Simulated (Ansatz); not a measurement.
Calculated ¹⁷O NMR of the central transition for CO2

Cell: a structure deposited in the COD, ions relaxed with PBE at fixed cell.

Space group Pa-3 (No. 205); a = 5.6200 Å.

| site | Wyckoff | site symmetry | x | y | z |
| --- | --- | --- | --- | --- | --- |
| C | 4a | .-3. | 0.0000 | 0.0000 | 0.0000 |
| O | 8c | .3. | 0.1200 | 0.1200 | 0.1200 |

One atom of each set is listed.

Computed with Ansatz: DFT, PBE, plane waves and PAW, scalar-relativistic, 420 eV cutoff, Γ-centred 4×4×4 k-points, Fermi–Dirac smearing 0.02 eV.

¹⁷O has I = 5/2 and Q = -25.58 mb (Pyykkö 2018); at 14.1 T its Larmor frequency is ν₀ = 81.4 MHz. Only the quadrupole interaction is simulated: positions count from each site's isotropic chemical shift, and J coupling is left out, as are shift anisotropy and dipolar coupling, which fast spinning averages.

Task: Give C_Q, η, the quadrupolar product P_Q = |C_Q|(1 + η²/3)^½, the second-order isotropic shift and the breadth of the pattern (fast magic-angle spinning) for each O site.

Result: 

```tsv
site	first shell	C_Q (MHz)	η	P_Q (MHz)	δ_QIS (ppm)	breadth (kHz)
O	1 C at 1.17 Å	-4.44	0.00	4.44	-17.8	3.11
```

δ_QIS = −(ν_Q²/30ν₀²)[I(I+1) − 3/4](1 + η²/3) × 10⁶ ppm with ν_Q = 3|C_Q|/[2I(2I−1)]; it falls as 1/B₀² in ppm, and the breadth as 1/B₀ in kHz.

An axis of threefold or higher order runs through O, so V_zz lies along it and η is zero.

The database entry as given showed forces above 3 eV/Å or a pressure above 30 GPa, though relaxing it moves no atom far.
